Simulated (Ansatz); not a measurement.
Space group Fmm2 (No. 42). a = 8.204 Å, b = 13.087 Å, c = 5.139 Å, α = 90.00°, β = 90.00°, γ = 90.00°
```tsv
atom	site	symmetry	x	y	z
H	8d	.m.	0.1104	0.0000	0.1196
C	4a	mm2	0.0000	0.0000	0.0013
I	8c	m..	0.0000	0.3623	0.2717
```

Equation of state of this H2CI2 structure (not necessarily the ground state), with shape and atoms relaxed at each volume where symmetry leaves them free. The calculation used Ansatz 0.2.0, DFT PBE, scalar-relativistic, plane waves, PAW.

Cutoff 420 eV; k points 6×6×6 on the computed 5-atom cell (Γ-centred); Gaussian smearing, width 0.02 eV; no spin polarisation.

```
V (Å³/atom) E − E(largest V) (meV/atom) P (GPa) gap on mesh (eV)
     25.931                         0.34     0.17              2.91
     26.758                        -0.24     0.08              2.93
     27.586                        -0.41     0.00              2.95
     28.414                        -0.32    -0.05              2.97
     29.241                         0.00    -0.08              2.98
```

Question: Fit a third-order Birch–Murnaghan equation to E(V).

Answer: V0 = 27.66 Å³/atom, B0 = 2 GPa, B0' = 9.2. B0' is unusual or poorly fixed by this range.

Spin-orbit coupling is left out, which matters for the bands of heavy elements. The cell holds molecules, and where no dispersion correction was added their binding is poorly described.

Cost: 5 runs of about 20 core-minutes in all, on Arm Neoverse N1 (shared hosts).